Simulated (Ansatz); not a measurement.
Ti₅Ge₃:
```
CELL_PARAMETERS angstrom
      7.54741     0.00000     0.00000
     -3.77371     6.53625     0.00000
      0.00000     0.00000     5.19514
ATOMIC_POSITIONS crystal
  Ti 0.00000 0.74870 0.75000
  Ti 0.00000 0.25130 0.25000
  Ti 0.25130 0.00000 0.25000
  Ti 0.74870 0.00000 0.75000
  Ti 0.25130 0.25130 0.75000
  Ti 0.74870 0.74870 0.25000
  Ti 0.33333 0.66667 0.50000
  Ti 0.66667 0.33333 0.50000
  Ti 0.66667 0.33333 0.00000
  Ti 0.33333 0.66667 0.00000
  Ge 0.61083 0.61083 0.75000
  Ge 0.38917 0.38917 0.25000
  Ge 0.00000 0.61083 0.25000
  Ge 0.00000 0.38917 0.75000
  Ge 0.38917 0.00000 0.75000
  Ge 0.61083 0.00000 0.25000
```

Relaxed with r²SCAN. Special points in fractions of this cell's reciprocal vectors: Γ (0.000, 0.000, 0.000); M (0.500, 0.000, 0.000); K (0.333, 0.333, 0.000); A (0.000, 0.000, 0.500); L (0.500, 0.000, 0.500); H (0.333, 0.333, 0.500).

Question: List the band energies nearest the Fermi level at these points for DFT-r²SCAN in the program Ansatz with PAW potentials.

Answer: In eV from the Fermi level; about four levels below and three above (degenerate sets whole), none deeper than 8.9 eV; points with the same levels are listed once.

```tsv
k	below	above
Γ	-1.10 -0.66 -0.61 -0.61	0.33 0.33 0.40 0.40
M	-0.68 -0.68 -0.37 -0.16	0.09 0.51 0.55
K	-0.61 -0.61 -0.47 -0.01 -0.01	0.57 0.57 0.63
A	-0.92 -0.92 -0.92 -0.92	0.23 0.23 0.42 0.42 0.42 0.42
L	-0.42 -0.42 -0.13 -0.13	0.54 0.54 0.57 0.57
H	-0.55 -0.55 -0.55 -0.55 -0.18 -0.18	0.42 0.42 0.42 0.42
```

Space group P6_3/mcm. The workflow started from a Materials Project entry (that database holds measured and hypothetical structures alike); the Crystallography Open Database files this formula in space group No. 193, but the cells were not matched. Its standing as an ambient phase is unchecked. The cell was relaxed with r²SCAN under the symmetry of its start; its stability against distortions is not shown here. No spin polarisation was allowed. Scalar-relativistic: spin–orbit coupling is off unless named, which matters more the heavier the elements.

Potentials: the later of the program's two PAW sets.
